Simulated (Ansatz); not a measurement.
SiRu2 in space group Pnma (No. 62; Si on 4c, Ru on 4c, Ru on 4c) under volume change, r²SCAN (plane waves, PAW; program Ansatz), shape and atoms relaxed at each volume.

| V (Å³/atom) | E − E(relaxed) (meV/atom) | P (GPa) |
|---|---|---|
| 11.815 | 109.5 | 32.91 |
| 12.204 | 45.6 | 19.96 |
| 12.594 | 10.7 | 9.09 |
| 12.983 | 0.0 | 0.00 |
| 13.373 | 9.5 | -7.56 |
| 13.762 | 35.6 | -13.76 |
| 14.152 | 75.3 | -18.71 |

**Question.** What does a third-order Birch–Murnaghan fit give for V₀, B₀ and B′?

**Answer.** V₀ = 12.98 Å³/atom, B₀ = 273 GPa, B′ = 5.2.

The first step of the workflow began from a Materials Project structure, measured or hypothetical; the Crystallography Open Database copy checked does not list it. Whether it is the stable phase at ambient conditions was not checked. Symmetry was held in the r²SCAN relaxation; whether a distortion lowers the energy is not shown. No spin polarisation was allowed.

Potentials: the later of the program's two PAW sets.
